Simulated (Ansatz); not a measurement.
LiF (rock salt)

```
LiF
1.0
    0.00000     4.06787     4.06787
    2.03393     2.03393     4.06787
    2.03393     2.03393     0.00000
F Li
2 2
Direct
  0.00000   0.00000   0.00000
  0.50000   0.00000   0.00000
  0.00000   0.50000   0.50000
  0.50000   0.50000   0.50000
```

The atoms are displaced by Q × the pattern below (from a DFPT mode at X = (0.5, 0.5, 0.0), largest move 1; Q in Å), at fixed cell. It is one choice among 2 degenerate patterns. (q is in reciprocal vectors of the primitive cell; the cell shown is doubled to hold the pattern.)

```csv
atom,x,y,z
F1,0.000,1.000,0.000
F2,0.000,-1.000,0.000
Li3,0.000,-0.420,0.000
Li4,0.000,0.420,0.000
```

Computed with PBE (plane waves to 420 eV, PAW, scalar-relativistic; Ansatz, an electronic-structure program). k mesh 14×14×14 (Γ-centred), Fermi-Dirac smearing 0.05 eV. The energy includes the smearing's −TS. LiF was relaxed with its symmetry unable to fall. ΔE is measured from the undisplaced structure.

```csv
Q (Å),ΔE (meV/cell)
-0.280,348
-0.187,151
-0.093,37
0.000,0
0.093,37
0.187,151
0.280,348
```

Task: Which DFPT wavenumber at X = (0.5, 0.5, 0.0) belongs to this mode?
A. 239 cm⁻¹
B. 444 cm⁻¹
C. 307 cm⁻¹

Result: A, 239 cm⁻¹. The curvature of the scan gives 239 cm⁻¹

(A displaced cell: forces are minus the slopes of the energy, force constants its curvatures, and phonons follow from these.)
